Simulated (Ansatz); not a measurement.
A geometry of TiTe$_{2}$ away from equilibrium: step 4 of the relaxation of a generated cell, TiTe2 built in the AFLOW prototype A2B_tP6_129_ac_c (C38, as in Cu2Sb). All values below come from r2SCAN (plane waves to 500 eV, PAW, scalar-relativistic; Ansatz, a program for electronic structure). Γ-centred k-mesh 5×5×3 on the run's cell (coarser than for final values), Fermi–Dirac smearing 0.05 eV. The plane waves were selected for a different cell earlier on the path.

```
CELL_PARAMETERS angstrom
      4.65859     0.00000     0.00000
      0.00000     4.65859     0.00000
      0.00000     0.00000     7.07337
ATOMIC_POSITIONS crystal
  Te 0.00000 0.00000 0.00000
  Te 0.50000 0.50000 0.00000
  Te 0.50000 0.00000 0.35147
  Te 0.00000 0.50000 0.64853
  Ti 0.50000 0.00000 0.74788
  Ti 0.00000 0.50000 0.25212
```

**Question.** Give the Cartesian forces on all atoms (eV/Å).

**Answer.** 
| atom | Fx | Fy | Fz |
|---|---|---|---|
| Te1 | 0.00 | 0.00 | 0.00 |
| Te2 | 0.00 | 0.00 | 0.00 |
| Te3 | 0.00 | 0.00 | 1.20 |
| Te4 | 0.00 | 0.00 | -1.20 |
| Ti5 | 0.00 | 0.00 | 0.87 |
| Ti6 | 0.00 | 0.00 | -0.87 |

The path ends in P4/nmm (No. 129). No spin polarisation in the result.

The run could not lose the symmetry of its start, so the end can be a saddle point.

The end of the path is a generated cell of TiTe2: the first start was made by placing the elements on the sites of a structure type, and the end was not matched to a known phase here, so it may be hypothetical. Known forms of TiTe2 include space group No. 164.
